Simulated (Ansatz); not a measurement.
Polymorphs of N, each relaxed with r²SCAN (plane waves, PAW; program Ansatz):

A: P6_3/mmc
a = b = 3.8297 Å, c = 8.1616 Å, α = β = 90.00°, γ = 120.00°

```csv
atom,site,symmetry,x,y,z
N,4f,3m.,0.3333,0.6667,0.1830
```

B: P4_2/mnm
a = b = 4.2035 Å, c = 5.3933 Å, α = β = γ = 90.00°

| atom | site | symmetry | x | y | z |
|---|---|---|---|---|---|
| N | 4f | m.2m | 0.0919 | 0.0919 | 0.0000 |

Question: Rank these by energy per atom at 0 K (lowest first), as r²SCAN gives it.

Answer: B (+0 meV/atom), A (+7 meV/atom)

Question: Give each one's gap.

Answer: A 8.16 eV; B 7.90 eV.

Not the usual ambient phase: A; B. Gas or liquid at ambient conditions: A; B. Weakly bound layers, chains or molecules computed without a dispersion correction, so cells and soft constants are ill determined: A; B. Unstable at this level: A. All cells were relaxed under the symmetry of their starts (and spin orders); stability against distortions was not tested throughout.

Energies hold the estimated change up to a 700 eV cutoff; steps of a few meV lie near the error of the meshes.

Potentials: the later of the program's two PAW sets.
